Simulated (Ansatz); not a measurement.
## Two Ansatz runs on Pb

The geometry is COD entry 1537623, unchecked; take it as a test cell. The listed cell was then made from it by scaling, straining or moving an atom.

First run: DFT, r2SCAN, PAW with Ansatz's default frozen-core files, scalar-relativistic (Ansatz 0.2.0).

Command: `ansatz run input.yaml --threads 1 --pin off --max-ram 2048MiB --backend cpu --events-out ev --progress --plain --runs-dir out` The run took 36 s on 1 thread of Arm Neoverse V2, with other jobs on the host, peak memory 0.55 GiB.

```yaml
crystal:
  lattice:
    - [3.4089596583, 0.0, 0.0]
    - [-1.7044798292, 2.9522456646, 0.0]
    - [0.0, 0.0, 5.4758863477]
  atoms:
    - { symbol: Pb, position: [0.3333333333, 0.6666666667, 0.25] }
    - { symbol: Pb, position: [0.6666666667, 0.3333333333, 0.75] }
kpoints:
  mp_grid: { grid: [11, 11, 6] }
scf:
  occupations: { method: fermi_dirac, width: 0.05 }
hamiltonian:
  xc: r2scan
  pseudopotentials: { kind: paw }
output:
  forces: true
  stress: true
  efg: { contact_densities: true }
  write_density: true
  write_potential: true
  elf: true
  volumetric_format: npy
relax:
  f_tol: 0.005
  max_steps: 80
  cell: {}
```

Result: converged; relaxed volume 30.813 Å³/atom; 26 SCF iterations in all.

No spin–orbit coupling, which matters for the heavy atoms here.

The input is then changed:

```diff
@@ -26,3 +26,5 @@
   max_steps: 80
   cell: {}
+magnetization:
+  spin_polarized: true
```

Question: What does the second run give?

Answer: It converged; relaxed volume 30.813 Å³/atom; moment 0.00 μB; 30 SCF iterations in all.

The results part of its log:

```
basis re-selected at this cell: Δ(F+E_penalty+E_count) = -3.772e-4 eV, ΔP = +0.008 GPa vs the last step (what re-selecting the basis moved, of the pressure what is left beyond the Pulay correction that the steps carried, after the strain that the cell walked since its last selection, with what the two solves' SCF thresholds leave and, on support functions, any second-order correction that the steps lacked; it is no measure of the basis error at this ecutwfc). The dense FFT grid was sized anew with the basis: this SCF ran on 27×27×45 points, the steps before it on 25×25×40, so part of this shift can come from that change (see relax.cell in the input reference). This SCF's stress stands 1.69e-2 GPa from its target on what of the cell is left free (relax.cell.stress_tol is 5.00e-2 GPa) and its largest allowed force component is 1.71e-16 eV/Å (relax.f_tol is 5.00e-3 eV/Å): within both
SCF converged after 6 iterations
Magnetization: 0.0000 μB (14.0000 up, 14.0000 down)
Absolute magnetization: 0.0000 μB (∫|ρ↑−ρ↓|)
Spin contamination: 0.0000 ħ² per cell (⟨S²⟩ above its minimum at these occupations)
Per-site moments (μB) at R_I (Å): [(0.0, 1.4453807562834553), (0.0, 1.4453807562834553)]
Free energy (F): -23841.700078 eV
Harris-Foulkes:  -23841.700078 eV  (|F-HF|=1.82e-11)
Internal energy: -23841.693789 eV  (E = F + TS)
E sigma→0 (E₀):  -23841.696934 eV
Entropy (-TS):   -0.006289 eV (-3.144 meV/atom)
Fermi energy:    10.564443 eV
--- Per-component energies (eV) ---
  E_band       = -97.326217
  E_kinetic    = 576.696722
  E_local      = -2055.827165  (includes V_loc(G=0)·N_el)
  E_nonlocal   = 700.752018
  E_hartree    = 818.540600
  E_xc         = -415.747420
  E_vxc        = -289.666448  (∫ρ·V_xc dr)
  E_paw        = -20868.007557  (= ΣΔE_a)
  E_vpaw       = -687.842437  (= ΣTr[D̂ρ^β])
  E_aug_tail   = 0.000039  (compensation charges beyond the density's cutoff)
  E_vtau       = 21.479867  (kinetic-family band-sum trace: ∫τ·v_τ [+ j·A + Jᵃ·Aᵃ] dr)
  E_ewald      = -2600.032030
  E_core_change = 1.931005  (= ΣΔE_core)
  E_smearing   = -0.006289  (= −TS)
  E_closure    = 0.000000  (closes the sum)
  Σ components = -23841.700078   (vs F -23841.700078, Δ=0.00e0)
--- Forces (eV/Å), atoms counted from 1 ---
  atom   1  Pb    -0.00000000     0.00000000     0.00000000
  atom   2  Pb     0.00000000    -0.00000000    -0.00000000
  max |Σ_I F_I| component: 1.85e-17 eV/Å
--- Stress (GPa, compression-positive) ---
       -0.011085      -0.000000       0.000000
       -0.000000      -0.011085       0.000000
        0.000000       0.000000       0.016907
  P = ⅓ Tr σ = -0.0018 GPa (-0.018 kbar)
--- PAW observables at the nuclei: V_zz in 10²¹ V/m², potentials from the cell's mean, atoms counted from 1 ---
  atom   1  Pb V_zz =    -2.965962   η = 0.0000   by run symmetry: allowed
            electrostatic potential = -17482.349884 V   contact ρ = 16525395.477010 e/Å³   contact ρ_s (e/Å³): all electrons +0.000000, valence +0.000000
  atom   2  Pb V_zz =    -2.965962   η = 0.0000   by run symmetry: allowed
            electrostatic potential = -17482.349884 V   contact ρ = 16525395.477010 e/Å³   contact ρ_s (e/Å³): all electrons +0.000000, valence +0.000000
--- Band table (eV; the first three rows and the last of 128) ---
  k-point 0 ↑: bands = ["-7.1364", "-7.1146", "-7.0918", "-7.0918", "-7.0721", "-7.0721", "-7.0064", "-7.0064", "-6.8467", "-6.8467", "-1.5214", "2.0923", "6.3371", "16.5004", "16.5004", "18.1498", "18.2921", "18.2921"]
  k-point 1 ↑: bands = ["-7.1334", "-7.1143", "-7.0990", "-7.0990", "-7.0775", "-7.0775", "-6.9873", "-6.9873", "-6.8533", "-6.8533", "-1.3857", "1.5627", "7.1564", "16.5415", "16.6073", "16.6073", "18.1648", "18.1648"]
  k-point 2 ↑: bands = ["-7.1263", "-7.1150", "-7.1058", "-7.1058", "-7.0901", "-7.0901", "-6.9476", "-6.9476", "-6.8735", "-6.8735", "-0.9789", "0.5871", "8.9953", "13.8959", "16.9099", "16.9099", "17.8148", "17.8148"]
  k-point 63 ↓: bands = ["-7.1356", "-7.1356", "-7.0307", "-7.0307", "-7.0028", "-7.0028", "-6.9302", "-6.9302", "-6.8352", "-6.8352", "3.3075", "3.3075", "7.8974", "7.8974", "9.5825", "9.5825", "15.4793", "15.4793"]
--- Relaxed structure (4 steps of the walk, 4 accepted, 1 SCFs on fresh bases) ---
  F+E_penalty+E_count = -23841.70007797 eV   max|allowed force component| = 1.712e-16 eV/Å   (the final SCF, on the basis selected at the relaxed cell)
  cell:  # Å, volume = 61.6257 Å³
    - [3.503953348565952, 2.967202301342398e-11, 4.609300006325731e-29]
    - [-1.7519766743086727, 3.034512613518829, 4.713859810531085e-18]
    - [0.0, 8.743364717664604e-18, 5.795815277497632]
  atoms:
    - { symbol: Pb, position: [0.3333333333333333, 0.6666666666666667, 0.25] }
    - { symbol: Pb, position: [0.6666666666666665, 0.33333333333333337, 0.75] }
```
